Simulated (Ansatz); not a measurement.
**TiSi2 at a changed volume: 47Ti nuclear quadrupole resonance**

Cell: a COD entry, relaxed with PBE at fixed cell and then changed (volume scaled by 1.02, ions relaxed).

```cif
data_TiSi2
_symmetry_space_group_name_H-M 'Fddd:1'
_symmetry_Int_Tables_number 70
_cell_length_a 4.8046
_cell_length_b 8.2905
_cell_length_c 8.5794
_cell_angle_alpha 90.000
_cell_angle_beta 90.000
_cell_angle_gamma 90.000
loop_
_atom_site_label
_atom_site_type_symbol
_atom_site_symmetry_multiplicity
_atom_site_Wyckoff_symbol
_atom_site_fract_x
_atom_site_fract_y
_atom_site_fract_z
Ti Ti 8 b 0.7500 0.7500 0.7500
Si Si 16 f 0.2500 0.0869 0.2500
```

One atom of each set is listed; the run and its k-mesh use a cell of 6 atoms with edges of 5.97, 4.92, 4.79 Å.

Method: Kohn–Sham DFT in Ansatz, PBE, plane waves and PAW, scalar-relativistic, 420 eV cutoff, Γ-centred 13×13×13 k-points, Fermi–Dirac smearing 0.05 eV.

47Ti: I = 5/2, Q = 302.0 mb (year-2017 value). Static lattice, zero field.

Question: The simulated lines lie at 1.62, 3.11 MHz. What are |C_Q|, η and |V_zz| at Ti?

Answer: For I = 5/2 and η = 0 the lines are 3|C_Q|/20 and twice that; η pulls their ratio below 2. Here |C_Q| = 10.4 MHz, η = 0.18 and |V_zz| = 1.43 × 10²¹ V/m². The calculation gives V_zz positive; the lines don't show the sign. The site has 10 Si at 2.56–2.79 Å, 4 Ti at 3.22 Å.

With no gap above 0.1 eV, as in a metal, the gradients converge slowly in k; expect changes of a tenth or more on a denser mesh.
